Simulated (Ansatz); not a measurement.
Cd3TeSe2 (I-4m2) at 2 levels of theory

One geometry, relaxed with PBE; plane waves with PAW potentials in Ansatz, scalar-relativistic. No spin polarisation. Gaps are the least over mesh and band path; pressure is positive in compression.

```
Cd Te Se
1.0
    -2.24333    2.24333    9.48162
     2.24333   -2.24333    9.48162
     2.24333    2.24333   -9.48162
Cd Te Se
3 1 2
Direct
  0.84132 0.84132 0.00000
  0.50000 0.50000 0.00000
  0.15868 0.15868 0.00000
  0.25000 0.75000 0.50000
  0.57913 0.07913 0.50000
  0.92087 0.42087 0.50000
```

| level | cutoff (eV) | k mesh | gap (eV) | pressure (GPa) |
| --- | --- | --- | --- | --- |
| PBE | 420 | 12×12×12 | 0.39 | 0.0 |

Q: What comes out on the same cell with r2SCAN?

A:
| level | cutoff (eV) | k mesh | gap (eV) | pressure (GPa) |
| --- | --- | --- | --- | --- |
| r2SCAN | 500 | 12×12×12 | 0.85 | -1.3 |

Spin-orbit coupling matters for the bands of heavy elements and is left out.

It was reached by relaxing an invented guess, and it needn't be the stable form of this composition.
